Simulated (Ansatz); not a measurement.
A one-shot G0W0 calculation of an ordered 4-atom cell of SiC3 on the diamond lattice (R3m) with Ansatz, at the level G0W0@LDA with 121 empty bands, a screening cutoff of 140 eV and a 6×6×6 mesh. The geometry is the r2SCAN minimum.

Input file:
```yaml
crystal:
  lattice:
    - [1.4154339591, 0.8172011773, 4.6700734309]
    - [-1.4154339591, 0.8172011773, 4.6700734309]
    - [0.0, -1.6344023546, 4.6700734309]
  atoms:
    - { symbol: C, position: [1.0082378925, 0.0082378925, 0.0082378925] }
    - { symbol: C, position: [0.4889604675, 0.4889604675, 0.4889604675] }
    - { symbol: C, position: [0.3791724032, 0.3791724032, 0.3791724032] }
    - { symbol: Si, position: [0.8736292368, 0.8736292368, 0.8736292368] }
kpoints:
  mp_grid: { grid: [6, 6, 6] }
hamiltonian:
  xc: lda
scf:
  occupations: { method: fixed }
gw:
  n_empty_bands: 121
  ecut_chi: 140
  qp_bands: [v2, c2]
  qp_kpoints: band_edges
  screening: { model: contour_deformation }
```

Run as `ansatz run input.yaml --threads 2 --pin off --max-ram 3686MiB --backend cpu --events-out ev --progress --plain --runs-dir out`. Wall time 2.8 min on 2 threads of Arm Neoverse V1 (shared host), load about 0.5 per core; peak host memory 0.41 GiB.

Abridged output:
```
Pseudopotential: C, paw, valence charge 4, recommended cutoff 420 eV (normal)
Pseudopotential: Si, paw, valence charge 4, recommended cutoff 420 eV (normal)
Functional definition: SPW92
Crystal: 4 atoms, lattice volume = 32.411 Å³
Basis set: ecut = 420 eV, 663 PW (Γ)
Bands: 12, of which v1, the nominal top of the filled ones, is band 8 counted from 1 (7 counted from 0)
Symmetry: 6 space group operations
Space group: R3m (ITA 160)
k-points: 32 of 216 (time reversal used)
Free energy (F): -1335.872812 eV
Fermi energy:    11.037053 eV
--- Per-component energies (eV) ---
  E_band       = 54.201130
  E_kinetic    = 314.456521
  E_local      = -258.982081
  E_nonlocal   = 110.060524
  E_hartree    = 70.652159
  E_xc         = -200.064436
  E_vxc        = -227.850735
  E_paw        = -760.999829
  E_vpaw       = -24.787389
  E_ewald      = -611.268529
  E_core_change = 0.272828
--- Band table (eV; the first three rows and the last of 32) ---
  k-point 0: bands = […, -0.2665, 8.1884, 8.1884, 10.0504, 11.0371, 11.0371, 15.0217, 15.6608, 15.6608, 15.8702]
  k-point 1: bands = […, 0.3378, 5.9478, 7.5141, 8.7571, 9.6195, 10.2018, 15.1134, 15.9327, 16.9610, 17.2048]
  k-point 2: bands = […, 1.3154, 3.1742, 5.3171, 6.4938, 7.8605, 9.0465, 14.4489, 15.4204, 17.8884, 18.9528]
  k-point 31: bands = […, 3.9483, 6.1102, 8.2739, 8.2739, 10.6830, 10.6830, 15.0705, 16.2502, 16.2502, 16.5181]
--- G₀W₀: contour deformation, 7 samples at zero and on the imaginary axis and 1 off it, 216 q-points, 121 empty bands' worth ---
    ik  band        ε_KS         Σx   Σc(E_QP)       V_xc       Z   E_QP_lin       E_QP  E_QP is
     0     7     11.0371   -18.8805     1.8134   -16.7440  0.7980    10.7134    10.7140  root
     0     8     11.0371   -18.8805     1.8134   -16.7440  0.7980    10.7134    10.7140  root
     0     9     15.0217   -11.0274    -5.2847   -16.9862  0.7862    15.6995    15.6958  root
     0    10     15.6608    -9.1610    -5.3748   -15.5909  0.7932    16.7250    16.7158  root
     1     7      9.6195   -19.2812     2.1090   -16.7452  0.7943     9.1913     9.1925  root
     1     8     10.2018   -18.9299     2.0776   -16.4555  0.7953     9.8040     9.8051  root
     1     9     15.1134    -9.3082    -5.2488   -15.4469  0.7950    16.0096    16.0033  root
     1    10     15.9327    -8.6723    -5.2010   -14.6841  0.7977    16.7498    16.7436  root
     2     7      7.8605   -19.5166     2.6598   -16.3102  0.7840     7.3112     7.3140  root
     2     8      9.0465   -19.2013     2.4995   -16.2018  0.7889     8.5445     8.5466  root
     2     9     14.4489    -8.6843    -4.9725   -14.4099  0.8046    15.2061    15.2020  root
     2    10     15.4204    -8.1115    -5.0922   -13.9878  0.8036    16.2100    16.2045  root
     3     7      6.0798   -19.2888     2.9921   -15.7659  0.7737     5.5462     5.5490  root
     3     8      8.5941   -19.3268     2.6629   -16.1276  0.7858     8.0551     8.0578  root
     3     9     14.2071    -8.5673    -4.8702   -14.1549  0.8075    14.9282    14.9245  root
     3    10     15.0772    -7.7596    -5.0641   -13.5745  0.8069    15.8327    15.8280  root
     4     7      9.6721   -19.0012     2.0373   -16.5620  0.7954     9.2691     9.2702  root
     4     8     10.5085   -18.9594     1.9698   -16.6214  0.7964    10.1394    10.1403  root
     4     9     14.9543    -9.3568    -5.1424   -15.2978  0.7974    15.7579    15.7529  root
     4    10     16.2685    -8.7890    -5.4405   -15.1708  0.7895    17.2184    17.2098  root
     9     7      8.8883   -19.1880     2.3128   -16.4122  0.7911     8.4237     8.4253  root
     9     8      9.7238   -19.2108     2.2395   -16.5364  0.7929     9.2874     9.2888  root
     9     9     13.6192    -8.5605    -4.6948   -13.9166  0.8111    14.2832    14.2803  root
     9    10     15.1572    -8.4695    -5.0937   -14.2991  0.8005    15.8978    15.8932  root
    12     7      8.6929   -19.2062     2.4108   -16.3013  0.7891     8.1970     8.1988  root
    12     8      9.4140   -19.3422     2.3513   -16.5311  0.7911     8.9526     8.9542  root
    12     9     12.5766    -7.9396    -4.3860   -12.8918  0.8193    13.1446    13.1428  root
    12    10     13.6753    -8.6327    -4.7392   -14.0146  0.8115    14.3207    14.3180  root
    13     7     10.9449   -18.8860     1.8371   -16.7206  0.7977    10.6160    10.6166  root
    13     8     10.9449   -18.8860     1.8371   -16.7206  0.7977    10.6160    10.6166  root
    13     9     15.0479   -10.9802    -5.3173   -17.0050  0.7855    15.7594    15.7553  root
    13    10     15.8106    -9.1542    -5.4339   -15.6489  0.7917    16.8810    16.8714  root
    18     7      8.8450   -18.6623     2.2804   -15.9157  0.7904     8.3769     8.3787  root
    18     8     10.6173   -19.0607     1.9532   -16.7467  0.7965    10.2556    10.2564  root
    18     9     14.8317    -9.3657    -5.0321   -15.1865  0.7985    15.6252    15.6204  root
    18    10     16.3994    -9.1632    -5.5603   -15.6444  0.7843    17.3289    17.3204  root
  […]
```

The rows of the band table are 0: (0, 0, 0) = Γ, 1: (0, 0, 1/6), 2: (0, 0, 1/3), 31: (-1/2, -1/2, -1/2).

The points are ik 0 = (0, 0, 0) (Γ), ik 1 = (0, 0, 1/6), ik 2 = (0, 0, 1/3), ik 3 = (0, 0, -1/2), ik 4 = (0, 1/6, 1/6), ik 9 = (0, 1/3, 1/3), ik 12 = (0, -1/2, -1/2), ik 13 = (1/6, 1/6, 1/6), ik 18 = (1/6, 1/3, 1/3), ik 22 = (1/6, -1/2, -1/2), ik 24 = (1/6, -1/2, -1/6), ik 25 = (1/6, -1/3, -1/3); band 8 is the last filled one.

The quasiparticle gap on this mesh is 2.43 eV (Γ to k = (0, -1/2, -1/2)), against 1.54 eV from LDA: +0.89 eV. Renormalisation factors Z lie between 0.77 and 0.82. No extrapolation in bands, cutoff or mesh was made for G0W0.

All values are calculated for a non-magnetic cell, which may be hypothetical.
